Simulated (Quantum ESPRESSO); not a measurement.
HfTaTiF3O5, input and log of a self-consistent run

Computed values, not a measurement. The program is pw.x of Quantum ESPRESSO 7.5 (plane-wave density functional theory). The cell is made up: 11 atoms on a fluorite lattice with one site empty, with randomly drawn elements, strain and displacements, not relaxed. PseudoDojo standard norm-conserving files (v0.5 for PBE, v0.4.1 for LDA and PBEsol) set the functional; there is no spin polarisation, spin-orbit coupling or dispersion term, and the masses in the input are unused placeholders.

The hafnium pseudopotential is less sure than the others, with forces about 3 percent (worst 6) and pressure in oxides about 1.5 GPa (worst 2.7) from a second method in checks, which no rerun with the same files tests.

Input:

```
&control calculation='scf', pseudo_dir='./dojo.nc.sr.pbe.v0_5.standard.upf', outdir='./o', disk_io='low', tprnfor=.true., tstress=.true. /
&system ibrav=0, nat=11, ntyp=5, nbnd=50, ecutwfc=84.00895049, nosym=.true., tot_charge=0,
 occupations='smearing', smearing='fd', degauss=0.0018374661
/
&electrons conv_thr=7.350e-09, electron_maxstep=60, /
ATOMIC_SPECIES
F 1.0 F.upf
Hf 1.0 Hf.upf
O 1.0 O.upf
Ta 1.0 Ta.upf
Ti 1.0 Ti.upf
CELL_PARAMETERS angstrom
5.0515 0.0804 -0.0208
0.0804 4.9314 -0.0302
-0.0203 -0.0295 5.1463
ATOMIC_POSITIONS angstrom
Hf 0.001 -0.1614 -0.0205
Ta 0.0268 2.3511 2.5803
Ti 2.5946 2.58 0.1
F 1.3758 1.1843 1.3243
O 1.259 1.2765 3.711
O 1.2084 3.7146 1.3355
F 1.4153 3.5541 3.7961
O 3.8955 1.396 1.357
O 3.7048 1.0502 3.901
O 3.8406 3.7602 1.3058
F 3.7627 3.6449 3.7011
K_POINTS automatic
4 5 5 1 1 1
```

The log is shortened where brackets say so; the opening notice, blank lines, dates and the lines on written files are dropped, and the path of the files is cut. It prints rydbergs, bohrs and kilobars, and counts compression as positive stress. With no partly filled state, the Fermi energy that it prints is only some level between the filled and the empty states on the mesh, and need not lie in the true gap.

```
     Program PWSCF v.7.5
     Parallel version (MPI & OpenMP), running on       4 processor cores
     Number of MPI processes:                 4
     Threads/MPI process:                     1
     [start-up lines left out]
     bravais-lattice index     =            0
     lattice parameter (alat)  =       9.5472  a.u.
     unit-cell volume          =     864.8636 (a.u.)^3
     number of atoms/cell      =           11
     number of atomic types    =            5
     number of electrons       =        88.00
     number of Kohn-Sham states=           50
     kinetic-energy cutoff     =      84.0090  Ry
     charge density cutoff     =     336.0358  Ry
     scf convergence threshold =      7.3E-09
     mixing beta               =       0.7000
     number of iterations used =            8  plain     mixing
     Exchange-correlation= PBE
                           (   1   4   3   4   0   0   0)
     [axes and pseudopotential details left out]
   Cartesian axes
     site n.     atom                  positions (alat units)
         1        Hf     tau(   1) = (   0.0001979  -0.0319466  -0.0040577  )
         2        Ta     tau(   2) = (   0.0053046   0.4653632   0.5107298  )
         3        Ti     tau(   3) = (   0.5135602   0.5106704   0.0197934  )
         4        F      tau(   4) = (   0.2723179   0.2344135   0.2621243  )
         5        O      tau(   5) = (   0.2491992   0.2526631   0.7345340  )
         6        O      tau(   6) = (   0.2391838   0.7352466   0.2643412  )
         7        F      tau(   7) = (   0.2801364   0.7034781   0.7513782  )
         8        O      tau(   8) = (   0.7710529   0.2763162   0.2685968  )
         9        O      tau(   9) = (   0.7333068   0.2078706   0.7721415  )
        10        O      tau(  10) = (   0.7601863   0.7442724   0.2584626  )
        11        F      tau(  11) = (   0.7447672   0.7214506   0.7325745  )
     number of k points=    50  Fermi-Dirac smearing, width (Ry)=  0.0018
                       cart. coord. in units 2pi/alat
        k(    1) = (   0.1238174   0.1010383   0.0992388), wk =   0.0400000
        k(    2) = (   0.1246069   0.1022279   0.2955910), wk =   0.0400000
     [further k points left out]
     Dense  grid:    89991 G-vectors     FFT dimensions: (  60,  60,  60)
     Estimated max dynamical RAM per process >     267.85 MB
     Estimated total dynamical RAM >    1005.50 MB
     Initial potential from superposition of free atoms
     starting charge      87.9956, renormalised to      88.0000
     Starting wfcs are   62 randomized atomic wfcs
     total cpu time spent up to now is        5.8 secs
     per-process dynamical memory:   199.5 Mb
     Self-consistent Calculation
     iteration #  1     ecut=    84.01 Ry     beta= 0.70
     Davidson diagonalization with overlap
     ethr =  1.00E-02,  avg # of iterations =  2.0
     total cpu time spent up to now is       15.3 secs
     total energy              =    -673.04098612 Ry
     estimated scf accuracy    <       4.99457191 Ry
     iteration #  2     ecut=    84.01 Ry     beta= 0.70
     Davidson diagonalization with overlap
     ethr =  5.68E-03,  avg # of iterations =  6.1
     total cpu time spent up to now is       30.8 secs
     total energy              =    -667.43999573 Ry
     estimated scf accuracy    <      72.86851929 Ry
     iteration #  3     ecut=    84.01 Ry     beta= 0.70
     Davidson diagonalization with overlap
     ethr =  5.68E-03,  avg # of iterations =  7.3
     total cpu time spent up to now is       45.8 secs
     total energy              =    -675.68458627 Ry
     estimated scf accuracy    <       2.45753153 Ry
     iteration #  4     ecut=    84.01 Ry     beta= 0.70
     Davidson diagonalization with overlap
     ethr =  2.79E-03,  avg # of iterations =  2.2
     total cpu time spent up to now is       54.8 secs
     total energy              =    -675.84267045 Ry
     estimated scf accuracy    <       1.05173123 Ry
     iteration #  5     ecut=    84.01 Ry     beta= 0.70
     Davidson diagonalization with overlap
     ethr =  1.20E-03,  avg # of iterations =  3.7
     total cpu time spent up to now is       65.8 secs
     total energy              =    -675.72457541 Ry
     estimated scf accuracy    <       0.68472530 Ry
     [iterations 6 to 14 left out]
     iteration # 15     ecut=    84.01 Ry     beta= 0.70
     Davidson diagonalization with overlap
     ethr =  1.29E-08,  avg # of iterations =  4.9
     total cpu time spent up to now is      180.1 secs
     total energy              =    -675.82503647 Ry
     estimated scf accuracy    <       0.00000111 Ry
     iteration # 16     ecut=    84.01 Ry     beta= 0.70
     Davidson diagonalization with overlap
     ethr =  1.26E-09,  avg # of iterations =  3.2
     total cpu time spent up to now is      190.0 secs
     total energy              =    -675.82503650 Ry
     estimated scf accuracy    <       0.00000044 Ry
     iteration # 17     ecut=    84.01 Ry     beta= 0.70
     Davidson diagonalization with overlap
     ethr =  5.01E-10,  avg # of iterations =  3.4
     total cpu time spent up to now is      199.8 secs
     total energy              =    -675.82503657 Ry
     estimated scf accuracy    <       0.00000004 Ry
     iteration # 18     ecut=    84.01 Ry     beta= 0.70
     Davidson diagonalization with overlap
     ethr =  4.43E-11,  avg # of iterations =  4.8
     total cpu time spent up to now is      212.7 secs
     total energy              =    -675.82503658 Ry
     estimated scf accuracy    <       0.00000004 Ry
     iteration # 19     ecut=    84.01 Ry     beta= 0.70
     Davidson diagonalization with overlap
     ethr =  4.43E-11,  avg # of iterations =  2.8
     total cpu time spent up to now is      222.6 secs
     End of self-consistent calculation
          k = 0.1238 0.1010 0.0992 ( 11232 PWs)   bands (ev):
   -60.2794 -53.3221 -49.4787 -26.8795 -26.6339 -26.4788 -25.8267 -25.5864
   -25.4885 -22.1160 -21.9251 -21.7674 -15.6428 -15.2242 -14.4524  -8.7012
    -8.0183  -7.5590  -7.3530  -6.5821   1.0496   1.5752   2.0417   2.1124
     2.6434   2.9860   3.1400   3.5718   3.9478   4.1159   4.5345   4.8900
     5.8030   5.9928   6.1759   6.6236   6.9389   7.2461   7.6544   7.8619
     8.1109   8.4408   8.8560   9.2312   9.9455  10.1132  10.7401  11.2159
    11.5411  11.6891
     [levels at the other k points left out]
     the Fermi energy is     9.5912 ev
!    total energy              =    -675.82503658 Ry
     estimated scf accuracy    <          4.5E-09 Ry
     smearing contrib. (-TS)   =      -0.00000001 Ry
     internal energy E=F+TS    =    -675.82503657 Ry
     The total energy is F=E-TS. E is the sum of the following terms:
     one-electron contribution =    -207.19698537 Ry
     hartree contribution      =     148.82451127 Ry
     xc contribution           =    -149.97509516 Ry
     ewald contribution        =    -467.47746730 Ry
     convergence has been achieved in  19 iterations
     Forces acting on atoms (cartesian axes, Ry/au):
     atom    1 type  2   force =    -0.06494468    0.11667365    0.03391291
     atom    2 type  4   force =    -0.03480822   -0.12835216   -0.06278168
     atom    3 type  5   force =     0.09056106   -0.06430411    0.08454168
     atom    4 type  1   force =    -0.00628544    0.02977850   -0.05876769
     atom    5 type  3   force =    -0.09451437    0.02423834    0.04177048
     atom    6 type  3   force =     0.00937435   -0.10490077   -0.04473911
     atom    7 type  1   force =    -0.03508433    0.06578117    0.04860009
     atom    8 type  3   force =     0.06101908    0.01854007   -0.02040625
     atom    9 type  3   force =     0.04742733    0.09552296    0.06496398
     atom   10 type  3   force =    -0.02865981   -0.01439521   -0.12778252
     atom   11 type  1   force =     0.05591503   -0.03858243    0.04068812
     Total force =     0.374774     Total SCF correction =     0.000134
     Computing stress (Cartesian axis) and pressure
          total   stress  (Ry/bohr**3)                   (kbar)     P=     -117.65
  -0.00086050   0.00006377  -0.00004677         -126.58        9.38       -6.88
   0.00006377  -0.00018746   0.00031102            9.38      -27.58       45.75
  -0.00004677   0.00031102  -0.00135141           -6.88       45.75     -198.80
     init_run     :      5.37s CPU      5.59s WALL (       1 calls)
     electrons    :    216.13s CPU    216.82s WALL (       1 calls)
     forces       :      2.63s CPU      2.65s WALL (       1 calls)
     stress       :      8.89s CPU      8.91s WALL (       1 calls)
     [timing details left out]
     PWSCF        :   3m53.24s CPU   3m54.26s WALL
     JOB DONE.
```

In other units: free energy -9195.068 eV for the cell, pressure -11.77 GPa, largest force component 3.300 eV/Å. A rerun of the same cell at another strain at 1437 eV and a 6 x 7 x 7 mesh moved values by no more than 0.003 eV in energy, 0.04 GPa in stress and 0.006 eV/Å in force.